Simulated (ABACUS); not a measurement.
ABACUS run on Bi₂Se₃ (R-3m, 5 atoms in the cell; from Materials Project mp-541837, changed as shown): self-consistent single point.

Computed with PBEsol, PseudoDojo 0.4 standard norm-conserving PBEsol (tails mended) pseudopotentials (plane waves; ABACUS).

The change in words: volume scaled by 1.06. Reference geometry (R-3m):
```xyz
5
Lattice="2.0957 1.2099 9.9762 -2.0957 1.2099 9.9762 0.0000 -2.4199 9.9762" Properties=species:S:1:pos:R:3 pbc="T T T"
Bi     0.0000     0.0000    11.9248
Bi     0.0000     0.0000    18.0039
Se     0.0000     0.0000     0.0000
Se     0.0000     0.0000     6.4561
Se     0.0000     0.0000    23.4726
```

Reference input (self-consistent single point, DFT, PBEsol, plane waves, PseudoDojo 0.4 standard norm-conserving PBEsol (tails mended) pseudopotentials): KPT = Gamma 3 3 3 0 0 0; basis_type = pw; ecutwfc = 86 Ry; smearing_method = fd; smearing_sigma = 0.00146997 Ry; potentials = PseudoDojo 0.4 standard norm-conserving PBEsol (tails mended); symmetry = 1; ks_solver = dav_subspace; scf_nmax = 100; scf_thr = 1.0e-09 Ry; mixing_type = pulay; mixing_beta = 0.4. This run's input differs from it in these lines:

```diff
@@ -26,5 +26,5 @@
 LATTICE_VECTORS
-   2.0956850000    1.2099440000    9.9762300000
-  -2.0956850000    1.2099440000    9.9762300000
-   0.0000000000   -2.4198890000    9.9762300000
+   2.1367880000    1.2336750000   10.1718940000
+  -2.1367880000    1.2336750000   10.1718940000
+   0.0000000000   -2.4673500000   10.1718940000
```

Output, abridged:

```
 SELF-CONSISTENT
 -------------------------------------------

                                 init_chg = atomic

 PW ALGORITHM --------------- ION=   1  ELEC=   1--------------------------------

 Notice: Threshold on eigenvalues was too large.

 Density error is 0.301686895795
                          Error Threshold = 0.000401532238979
 E_KohnSham     -1053.4545532631     -14332.9845084226
 E_Fermi        0.5338028653         7.2627605763

 PW ALGORITHM --------------- ION=   1  ELEC=   2--------------------------------

 Density error is 0.0196327084058
                          Error Threshold = 0.000386778071532
   [... lines left out ...]

 Density error is 7.07854585411e-09
                          Error Threshold = 3.4021113478e-11
 E_KohnSham     -1053.4936928799     -14333.5170302291
 E_Fermi        0.5429284902         7.3869210727

 PW ALGORITHM --------------- ION=   1  ELEC=  10--------------------------------

 Density error is 3.54231400873e-10
                          Error Threshold = 9.07505878733e-12
 E_KohnSham     -1053.4936928811     -14333.5170302453
 E_KS(sigma->0) -1053.4936928104     -14333.5170292828
 E_entropy(-TS) -0.0000001415        -0.0000019250
 E_Fermi        0.5429316338         7.3869638445
 charge density convergence is achieved
 final etot is -14333.51703 eV
 EFERMI = 7.3869638445 eV

 STATE ENERGY(eV) AND OCCUPATIONS    NSPIN == 1
   [... 46 lines left out ...]

 TOTAL-FORCE (eV/Angstrom)
                       Bi1         0.0000000000         0.0000000000         0.2245891154
                       Bi2         0.0000000000         0.0000000000        -0.2245891154
                       Se1         0.0000000000         0.0000000000         0.0000000000
                       Se2         0.0000000000         0.0000000000         0.7132987759
                       Se3         0.0000000000         0.0000000000        -0.7132987759

 TOTAL-STRESS (KBAR)
       -49.6314702291        -0.0000000000        -0.0000000000
        -0.0000000000       -49.6314804478        -0.0000000000
         0.0000000000         0.0000000000       -55.0457075573
 TOTAL-PRESSURE: -51.436219 KBAR

 --------------------------------------------
 !FINAL_ETOT_IS -14333.5170302452515898 eV
 --------------------------------------------
```

The run converged in 10 iterations. Against the reference run the free energy rises by 45.0 meV/atom, the pressure goes from -2.64 to -5.14 GPa and the largest force goes from 0.345 to 0.713 eV/Å.

Spin-orbit coupling is left out, which matters for bands and gaps with elements this heavy. The structure comes from a collection of computed structures, made at another level of theory; the collection holds predicted forms beside known ones.

Cost on one core: about 7 core-minutes (a rough figure).

“Tails mended”: in these copies of the files the far tail of each local potential was reset to the Coulomb form.
